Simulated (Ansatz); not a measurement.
A relaxation computed with Ansatz, from input to last step.

```yaml
crystal:
  lattice:
    - [4.9902210534, 0.0, 0.0]
    - [0.0, 4.9902210534, 0.0]
    - [0.0, 0.0, 4.9902210534]
  atoms:
    - { symbol: Mg, position: [0.0, 0.5, 0.5] }
    - { symbol: Mg, position: [0.5, 0.5, 0.0] }
    - { symbol: Mg, position: [0.5, 0.0, 0.5] }
    - { symbol: Mg, position: [0.0, 0.0, 0.0] }
    - { symbol: O, position: [0.4122029904, 0.0877970096, 0.9122029904] }
    - { symbol: O, position: [0.0877970096, 0.9122029904, 0.4122029904] }
    - { symbol: O, position: [0.9122029904, 0.4122029904, 0.0877970096] }
    - { symbol: O, position: [0.5877970096, 0.5877970096, 0.5877970096] }
    - { symbol: O, position: [0.4122029904, 0.4122029904, 0.4122029904] }
    - { symbol: O, position: [0.0877970096, 0.5877970096, 0.9122029904] }
    - { symbol: O, position: [0.9122029904, 0.0877970096, 0.5877970096] }
    - { symbol: O, position: [0.5877970096, 0.9122029904, 0.0877970096] }
basis:
  ecutwfc: 500
kpoints:
  mp_grid: { grid: [6, 6, 6] }
hamiltonian:
  xc: r2scan
scf:
  occupations: { method: gaussian, width: 0.02 }
output:
  forces: true
  stress: true
  eigenvalues: true
relax:
  adjacent_minimum: "off"
  f_tol: 0.01
  max_steps: 30
```

```bash
ansatz run input.yaml --threads 4 --pin off --max-ram 10240MiB --backend cpu --events-out ev --progress --plain --runs-dir out
```

All numbers below come from DFT r2SCAN, scalar-relativistic, plane waves, PAW in Ansatz 0.2.0.

The volume is held at 1.1 times that of the relaxed cell.

Of 4 frames 3 are shown, positions in Å and forces in eV/Å; the SCF threshold varies from step to step.

```xyz
12
Lattice="4.9902 0.0000 0.0000 0.0000 4.9902 0.0000 0.0000 0.0000 4.9902" Properties=species:S:1:pos:R:3:forces:R:3 pbc="T T T" step=1 free_energy_over_end_meV_per_atom=0.49
Mg    0.0000    2.4951    2.4951    0.0000    0.0000    0.0000
Mg    2.4951    2.4951    0.0000    0.0000    0.0000    0.0000
Mg    2.4951    0.0000    2.4951    0.0000    0.0000    0.0000
Mg    0.0000    0.0000    0.0000    0.0000    0.0000    0.0000
O     2.0570    0.4381    4.5521    0.1432   -0.1432    0.1432
O     0.4381    4.5521    2.0570   -0.1432    0.1432    0.1432
O     4.5521    2.0570    0.4381    0.1432    0.1432   -0.1432
O     2.9332    2.9332    2.9332   -0.1432   -0.1432   -0.1432
O     2.0570    2.0570    2.0570    0.1432    0.1432    0.1432
O     0.4381    2.9332    4.5521   -0.1432   -0.1432    0.1432
O     4.5521    0.4381    2.9332    0.1432   -0.1432   -0.1432
O     2.9332    4.5521    0.4381   -0.1432    0.1432   -0.1432
12
Lattice="4.9902 0.0000 0.0000 0.0000 4.9902 0.0000 0.0000 0.0000 4.9902" Properties=species:S:1:pos:R:3:forces:R:3 pbc="T T T" step=2 free_energy_over_end_meV_per_atom=0.15
Mg    0.0000    2.4951    2.4951    0.0000    0.0000    0.0000
Mg    2.4951    2.4951    0.0000    0.0000    0.0000    0.0000
Mg    2.4951    0.0000    2.4951    0.0000    0.0000    0.0000
Mg    0.0000    0.0000    0.0000    0.0000    0.0000    0.0000
O     2.0585    0.4366    4.5536    0.0806   -0.0806    0.0806
O     0.4366    4.5536    2.0585   -0.0806    0.0806    0.0806
O     4.5536    2.0585    0.4366    0.0806    0.0806   -0.0806
O     2.9317    2.9317    2.9317   -0.0806   -0.0806   -0.0806
O     2.0585    2.0585    2.0585    0.0806    0.0806    0.0806
O     0.4366    2.9317    4.5536   -0.0806   -0.0806    0.0806
O     4.5536    0.4366    2.9317    0.0806   -0.0806   -0.0806
O     2.9317    4.5536    0.4366   -0.0806    0.0806   -0.0806
12
Lattice="4.9902 0.0000 0.0000 0.0000 4.9902 0.0000 0.0000 0.0000 4.9902" Properties=species:S:1:pos:R:3:forces:R:3 pbc="T T T" step=4 free_energy_over_end_meV_per_atom=0.00
Mg    0.0000    2.4951    2.4951    0.0000    0.0000    0.0000
Mg    2.4951    2.4951    0.0000    0.0000    0.0000    0.0000
Mg    2.4951    0.0000    2.4951    0.0000    0.0000    0.0000
Mg    0.0000    0.0000    0.0000    0.0000    0.0000    0.0000
O     2.0604    0.4347    4.5555   -0.0022    0.0022   -0.0022
O     0.4347    4.5555    2.0604    0.0022   -0.0022   -0.0022
O     4.5555    2.0604    0.4347   -0.0022   -0.0022    0.0022
O     2.9298    2.9298    2.9298    0.0022    0.0022    0.0022
O     2.0604    2.0604    2.0604   -0.0022   -0.0022   -0.0022
O     0.4347    2.9298    4.5555    0.0022    0.0022   -0.0022
O     4.5555    0.4347    2.9298   -0.0022    0.0022    0.0022
O     2.9298    4.5555    0.4347    0.0022   -0.0022    0.0022
```

Time: 25 s on 4 threads of Intel(R) Xeon(R) Processor @ 2.70GHz, with other jobs on the host, peak memory 0.82 GiB.